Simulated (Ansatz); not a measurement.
Relaxed Ta (bcc, W type):

```yaml
crystal:
  lattice:
    - [-3.30510, 3.30510, 3.30510]
    - [1.65255, -1.65255, 1.65255]
    - [1.65255, 1.65255, -1.65255]
  atoms:
    - { symbol: Ta, position: [0.00000, 0.00000, 0.00000] }
    - { symbol: Ta, position: [0.50000, 0.00000, 0.00000] }
```

A phonon eigenvector at N = (0.5, 0.0, 0.0) is frozen into this cell: atom i moves by Q times the vector below, so Q is the largest atomic displacement, in Å. The cell is held. (q is in reciprocal vectors of the primitive cell; the cell shown is doubled to hold the pattern.)

```csv
atom,x,y,z
Ta1,1.000,0.000,0.000
Ta2,-1.000,0.000,0.000
```

These are r2SCAN (plane waves to 500 eV, PAW, scalar-relativistic; Ansatz, a program for electronic structure) values and carry that method's errors. k mesh 10×20×20 (Γ-centred), Fermi-Dirac smearing 0.05 eV. With partly filled bands, energies and forces of such displacements shift with the k mesh and the smearing. Spin-orbit coupling is left out, though Ta is heavy. Ta is run without spin polarisation. Ta was relaxed with its symmetry unable to fall. The PAW data are Ansatz's earlier set. 

| Q (Å) | −dE/dQ from forces (eV/Å) |
|---|---|
| -0.100 | 2.669 |
| -0.083 | 2.310 |
| -0.067 | 1.909 |
| -0.050 | 1.474 |
| -0.033 | 1.005 |
| -0.017 | 0.510 |
| 0.000 | 0.000 |
| 0.017 | -0.510 |
| 0.033 | -1.005 |
| 0.050 | -1.474 |
| 0.067 | -1.909 |
| 0.083 | -2.310 |
| 0.100 | -2.669 |

What harmonic wavenumber does the curvature at Q = 0 give?

152 cm⁻¹. E″ = 30.71 eV/Å², M = Σ mᵢ|uᵢ|² = 361.9 u, ν̃ = 521.5·√(|E″|/M).

(A displaced cell: forces are minus the slopes of the energy, force constants its curvatures, and phonons follow from these.)
